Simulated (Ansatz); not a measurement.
The start is a generated cell, Y placed in the AFLOW prototype A_oC8_64_f (A11, as in Ga). The structure is fully relaxed (lattice and positions, P = 0) with PBE (plane waves to 420 eV, PAW, scalar-relativistic; Ansatz, a program for electronic structure). The first steps use a coarse 7×7×6 k-mesh.

The start:
```
CELL_PARAMETERS angstrom
      2.69278    -4.56099     0.00000
      2.69278     4.56099     0.00000
      0.00000     0.00000     5.38674
ATOMIC_POSITIONS crystal
  Y  0.34510 0.65490 0.58100
  Y  0.65490 0.34510 0.41900
  Y  0.84510 0.15490 0.91900
  Y  0.15490 0.84510 0.08100
```

Problem. How large is the pressure on the unrelaxed cell, and of which sign?

Solution. +4.9 GPa (positive: the cell is compressed).

Problem. Does the structure survive the relaxation? Give the final space group.

Solution. The space group goes from Cmce (No. 64) to Fmmm (No. 69), with 2 atoms in the primitive cell.

Problem. How does the volume per atom move from start to end?

Solution. +0.9 %, from 33.08 to 33.39 Å³/atom.

Problem. How do the shortest distances between atoms change?

Solution. The closest pairs of elements (up to four, under 3.6 Å), start → end: Y–Y 2.96 → 3.36 Å.

Problem. What band gap does the relaxed structure have at this level?

Solution. Zero (metallic).

Problem. What does it relax into? Give the structure.

Solution. 
```cif
data_Y8
_chemical_formula_sum 'Y8'
_space_group_name_H-M_alt 'Fmmm'
_space_group_IT_number 69
_space_group_name_Hall '-F 2 2'
_cell_length_a 3.70126
_cell_length_b 5.78634
_cell_length_c 12.47209
_cell_angle_alpha 90.000
_cell_angle_beta 90.000
_cell_angle_gamma 90.000
loop_
_atom_site_label
_atom_site_type_symbol
_atom_site_symmetry_multiplicity
_atom_site_Wyckoff_symbol
_atom_site_fract_x
_atom_site_fract_y
_atom_site_fract_z
_atom_site_occupancy
Y1 Y 8 i 0.00000 0.00000 0.13779 1
```
(The calculation used a cell of 2 atoms; values per cell refer to that cell.)

Final values are on a 15×15×15 k-mesh of the relaxed cell. No spin polarisation in the result.

The run could not lose the symmetry of its start: the end is stationary, and may be a saddle point rather than a minimum.

The relaxed structure here is a generated cell of Y: the first start was made by placing the elements on the sites of a structure type, and the end was not matched to a known phase here, so it may be hypothetical. Known forms of Y include space group No. 194.
